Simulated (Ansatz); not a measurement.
Input:

AlIr:
```cif
data_AlIr
_chemical_formula_sum 'Al1 Ir1'
_space_group_name_H-M_alt 'P 1'
_space_group_IT_number 1
_cell_length_a 2.99313
_cell_length_b 2.99313
_cell_length_c 2.99313
_cell_angle_alpha 90.000
_cell_angle_beta 90.000
_cell_angle_gamma 90.000
loop_
_space_group_symop_operation_xyz
  'x, y, z'
loop_
_atom_site_label
_atom_site_type_symbol
_atom_site_fract_x
_atom_site_fract_y
_atom_site_fract_z
_atom_site_occupancy
Al1 Al 0.00000 0.00000 0.00000 1
Ir1 Ir 0.50000 0.50000 0.50000 1
```

This is the r²SCAN-relaxed structure.

All from DFT-r²SCAN in the program Ansatz with PAW potentials, unless another level is named. Predict the density of states at the Fermi level.

0.18 states/eV per atom (mean over ±0.08 eV).

And the formation energy from the elements (no fitted shifts)?

-1.04 eV/atom.

Space group Pm-3m (CsCl type). The first step of the workflow began from a Materials Project structure, measured or hypothetical; the Crystallography Open Database copy checked does not list it. With Al and Ir taken as one species the cell has the higher symmetry Im-3m, so it may be an ordered model of a mixed-site phase. Whether it is the stable phase at ambient conditions was not checked. Symmetry was held in the r²SCAN relaxation; whether a distortion lowers the energy is not shown. The run is not spin-polarised. The references are the lowest solids computed at this level, not always the standard phases. Scalar-relativistic: spin–orbit coupling is off unless named, which matters more the heavier the elements.

Potentials: the later of the program's two PAW sets.
